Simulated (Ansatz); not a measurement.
The calculation used DFT PBE, scalar-relativistic, plane waves, PAW in Ansatz 0.2.0. All cells share a 420 eV cutoff and Γ-centred k meshes spaced about 0.3 Å⁻¹ or finer (0.25 for metals, 2π included). No spin polarisation.

Temperature and zero-point effects are left out.

Two relaxed structures of SiF₅:

1.

Space group P6_3/mmc (No. 194). a = 6.024 Å, b = 6.024 Å, c = 7.357 Å, α = 90.00°, β = 90.00°, γ = 120.00°
```tsv
atom	site	symmetry	x	y	z
Si	2c	-6m2	0.3333	0.6667	0.2500
F	6h	mm2	0.6436	0.8218	0.2500
F	4f	3m.	0.3333	0.6667	0.0202
```

2.

Space group I4/m (No. 87). a = 7.437 Å, b = 7.437 Å, c = 3.625 Å, α = 90.00°, β = 90.00°, γ = 90.00°
| atom | site | symmetry | x | y | z |
| --- | --- | --- | --- | --- | --- |
| Si | 2a | 4/m.. | 0.0000 | 0.0000 | 0.0000 |
| F | 8h | m.. | 0.7068 | 0.5830 | 0.5000 |
| F | 2b | 4/m.. | 0.0000 | 0.0000 | 0.5000 |

Question: Which form is favoured at zero pressure, and by what margin per atom?

Answer: Cell 1 is lower, by 12 meV/atom. Cell 1 has space group P6_3/mmc (No. 194), 19.3 Å³/atom and no gap on its mesh; cell 2 has space group I4/m (No. 87), 16.7 Å³/atom and no gap. Counting F atoms around Si (those within 1.25 times the shortest such distance or 1.15 times the sum of covalent radii; a plus sign parts nearer from farther groups), cell 1 has Si 5 and cell 2 has Si 4+2. Both come from trial cells of a structure search, whose lowest cell (P1, 22.2 Å³/atom) lies 204 meV/atom below the lower of the two.

For metals, differences of a few meV/atom aren't resolved. No dispersion correction is applied, so the spacing and binding between layers, chains or molecules are poorly described (P6_3/mmc, I4/m), and this can change margins and order among such cells. In I4/m an odd number of electrons in the primitive cell allows no gap without spin; a larger cell or a magnetic state could open one. A magnetic state wasn't ruled out in cells without spin, among them P6_3/mmc, I4/m. Cells relaxed within their symmetry can be saddle points. Some types were kept out of the candidates beforehand, so the set may lack a known form.
